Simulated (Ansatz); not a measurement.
Sc₂Co:
```
Sc2Co
1.0
   -3.10680     3.10680     2.77375
    3.10680    -3.10680     2.77375
    3.10680     3.10680    -2.77375
Co Sc
2 4
Direct
  0.25000   0.25000   0.00000
  0.75000   0.75000   0.00000
  0.67805   0.17805   0.85611
  0.17805   0.32195   0.50000
  0.32195   0.82195   0.14389
  0.82195   0.67805   0.50000
```

Relaxed with PBEsol. Special points in fractions of this cell's reciprocal vectors: Γ (0.000, 0.000, 0.000); X (0.000, 0.000, 0.500); M (-0.500, 0.500, 0.500); Z (0.449, 0.449, -0.449); Z0 (-0.449, 0.551, 0.449); P (0.250, 0.250, 0.250); N (0.000, 0.500, 0.000).

Problem. List the band energies nearest the Fermi level at these points for plane-wave PAW PBEsol (Ansatz code).

Solution. In eV from the Fermi level; about four levels below and three above (degenerate sets whole), none deeper than 8.9 eV; points with the same levels are listed once.

```
k                          below                above
-  -----------------------------  -------------------
Γ  -0.94 -0.94 -0.59 -0.01 -0.01       0.14 0.70 0.70
X        -0.86 -0.61 -0.36 -0.10       0.21 0.57 0.74
M        -1.47 -1.33 -0.87 -0.87       0.03 0.06 0.06
Z        -1.40 -1.35 -0.89 -0.89       0.03 0.07 0.07
P        -1.39 -1.39 -1.37 -1.37  0.45 0.45 0.50 0.50
N        -0.95 -0.95 -0.04 -0.04  0.54 0.54 0.94 0.94
```

Space group I4/mcm. The workflow started from an entry of the Crystallography Open Database (COD). Whether it is the stable phase at ambient conditions was not checked. Symmetry was held in the PBEsol relaxation; whether a distortion lowers the energy is not shown. The workflow began spin-polarised and lost its moments.

Potentials: the later of the program's two PAW sets.
